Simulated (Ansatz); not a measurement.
Y (hcp, Mg type) is sheared across one (0001) plane: the third cell vector gains the shift, so faults repeat every 17.0 Å. The cut lies between planes 2.84 Å apart; the cell height is held.

```
Y
1.0
    3.65564     0.00000     0.00000
    1.82782     3.16588     0.00000
    0.00000     0.00000    17.03611
Y
6
Direct
  0.33333   0.33333   0.08333
  0.33333   0.33333   0.41667
  0.33333   0.33333   0.75000
  0.66667   0.66667   0.91667
  0.66667   0.66667   0.25000
  0.66667   0.66667   0.58333
```

In-plane vectors a = (3.656, 0.000) Å, b = (1.828, 3.166) Å, area 11.57 Å². The shift is s times the vector a + b (length 6.332 Å), so s = 1 restores the start. Atoms relax along the normal only. γ = [E(shift) − E(0)] / area.

Level of theory: PBE (plane waves to 420 eV, PAW, scalar-relativistic; Ansatz, a quantum-chemistry and plane-wave program). k mesh 12×12×3 (Γ-centred), Fermi-Dirac smearing 0.05 eV. E is the zero-smearing estimate. Some relaxations began with atoms very close together and may have settled on another branch. With partly filled bands, the k mesh leaves noise in γ, roughly 0.02 J/m² as judged from a few cases. Faults lie only 17.0 Å apart, and holding the cell height raises γ above its relaxed value. Y is run without spin polarisation. Y was relaxed with its symmetry unable to fall. The zero of γ is zero shift. The last digit holds for this mesh only.

```json
[
 {"s": "0.000", "γ (J/m²)": "0.00"},
 {"s": "0.083", "γ (J/m²)": "0.12"},
 {"s": "0.167", "γ (J/m²)": "withheld"},
 {"s": "0.250", "γ (J/m²)": "0.53"},
 {"s": "0.333", "γ (J/m²)": "0.58"},
 {"s": "0.417", "γ (J/m²)": "0.53"},
 {"s": "0.500", "γ (J/m²)": "0.38"},
 {"s": "0.583", "γ (J/m²)": "0.18"},
 {"s": "0.667", "γ (J/m²)": "0.09"},
 {"s": "0.750", "γ (J/m²)": "0.15"},
 {"s": "0.833", "γ (J/m²)": "0.18"},
 {"s": "0.917", "γ (J/m²)": "0.08"}
]
```

Problem. Fit a Fourier form (three harmonics of 1 − cos and sin) to the given rows and predict γ at s = 0.167.

Solution. Least squares on the 11 given rows: γ = (0.148)·[1 − cos(2πs)] + (0.192)·sin(2πs) + (0.075)·[1 − cos(4πs)] + (-0.090)·sin(4πs) + (0.042)·[1 − cos(6πs)], in J/m²; root-mean-square residual 0.002 J/m². At 0.167 the fit gives 0.36 J/m²; the calculation gives 0.36 J/m², the same to the digits shown. 

(The slope of γ gives the shear force per area between the displaced halves; near zero shift its curvature is an elastic stiffness.)
